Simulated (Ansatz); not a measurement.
Values for one crystal, relaxed and computed with the program Ansatz at the LDA level (PAW); other levels are named.

```yaml
volume_per_atom: 10.46 Å³
electronic_character: no gap, with almost no states at the Fermi level (zero-gap or semimetallic)
Bulk modulus (Birch–Murnaghan fit): 187 GPa
zone_centre_stability: no imaginary mode at Γ
highest_zone_centre_frequency: 783 cm⁻¹
Formation energy from the elements (no fitted shifts): 0.015 eV/atom
Density of states at the Fermi level: 0.00 states/eV per atom (mean over ±0.08 eV)
```

### Question
Which of these materials gives this?
(A) P2W, Cmc2_1 (P on 4a, P on 4a, W on 4a)
(B) BP, P6_222 (B on 3d, P on 3c)
(C) MoP, P-6m2 (Mo on 1a, P on 1d)
(D) NbP, I4_1md (Nb on 4a, P on 4a)

### Answer
B, BP, P6_222 (B on 3d, P on 3c)

The start of the workflow was typed in or built on a structure type; neither database checked (COD, Materials Project) lists it. It is not the phase usual at ambient conditions (space group No. 216). The cell was relaxed with LDA under the symmetry of its start. As this level gives no gap, phonon frequencies hold no LO–TO term and depend on the k-mesh and smearing (Fermi–Dirac, 0.1 eV here). The references are the lowest solids computed at this level, not always the standard phases.

Potentials: the earlier of the program's two PAW sets. The files were generated under PBE; for other functionals the program regenerates the frozen cores, and for LDA and PBEsol the local potential too.
